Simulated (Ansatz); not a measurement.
A generator proposed this cell of TiB₄.

```xyz
5
Lattice="2.7145 0.0000 0.0000 0.0000 3.9977 0.0000 0.0000 0.0000 4.7017" Properties=species:S:1:pos:R:3 pbc="T T T"
Ti    0.0000    1.9988    0.0000
B     1.3573    0.0000    3.9181
B     0.0000    0.0000    1.5672
B     0.0000    0.0000    3.1345
B     1.3573    0.0000    0.7836
```

Theory: Ansatz 0.2.0, DFT PBE, scalar-relativistic, plane waves, PAW. Cutoff 420 eV; k points 6×4×4 on the computed 5-atom cell (Γ-centred); Gaussian smearing, width 0.10 eV; no spin polarisation.

Formation energies are uncorrected and refer to the elements' standard structures at the same level.

**Question.** How far from equilibrium is it?

**Answer.** The pressure is 19.8 GPa (the mean over three directions, positive in compression), the largest force is 0.54 eV/Å, and the energy is +0.39 eV/atom against the elements. The shortest distance is 1.57 Å.

**Question.** Is it a good guess?

**Answer.** A rough one: relaxing gains about 0.49 eV/atom (the start's value is from the coarse mesh, so the gain is rough) in 20 ionic steps and ends at −0.10 eV/atom on the finer mesh. The symmetry stays Pmmm (No. 47). The volume per atom shrinks by 3.4 %, from 10.2 to 9.9 Å³. The shortest distance goes from 1.57 Å (B–B) to 1.66 Å (B–B). Conventional cell: a = 3.016 Å, b = 3.200 Å, c = 5.106 Å. Ti has 12 B at 2.35–2.37 Å; around B on its first site lie 3 B at 1.72–1.78 Å and 4 Ti at 2.37 Å; B on its second site is surrounded by 3 B at 1.66–1.72 Å and 2 Ti at 2.35 Å.

The last run used a 12×12×8 mesh (in the run's order of axes) for its 5-atom cell and Gaussian smearing of 0.10 eV. The relaxation can't lower the symmetry of the start, and the grade says only how near the guess is to its own end. A later test with randomly moved atoms led to a structure 249 meV/atom lower, so this end is a saddle point or a shallow minimum.
